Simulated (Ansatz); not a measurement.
**Two-dimensional strain map in TiRh**

All numbers below come from DFT LDA, scalar-relativistic, plane waves, PAW (Ansatz). Settings: plane waves to 420 eV, k-mesh 16×16×16 (Γ-centred), Gaussian smearing 0.15 eV. No spin polarisation. Energies are free energies at this smearing, counted from the undisturbed cell; pressure is positive in compression.

Zero of the scan (as given, not relaxed at this level; it stands at -13.2 GPa, and it needn't be the usual structure):

```
Ti Rh
1.0
     3.11520    0.00000    0.00000
     0.00000    3.11520    0.00000
     0.00000    0.00000    3.11520
Ti Rh
1 1
Direct
  0.50000 0.50000 0.50000
  0.00000 0.00000 0.00000
```

The cell is strained by p along both x and y and by q along z, fractional coordinates fixed. Points are written (p, q). At -13 GPa the given cell is far from its own equilibrium, so these figures belong to a strongly strained crystal.

Energy above the undisturbed cell in meV/atom (a dash: not computed):

```csv
p \ q,-0.050,0.000,0.050
-0.050,30.5,-39.7,-58.7
0.000,-45.7,0.0,?
0.050,?,190.0,–
```

Q: Fill in the withheld energies.

A: (0.000, 0.050): 75.2; (0.050, -0.050): 71.1.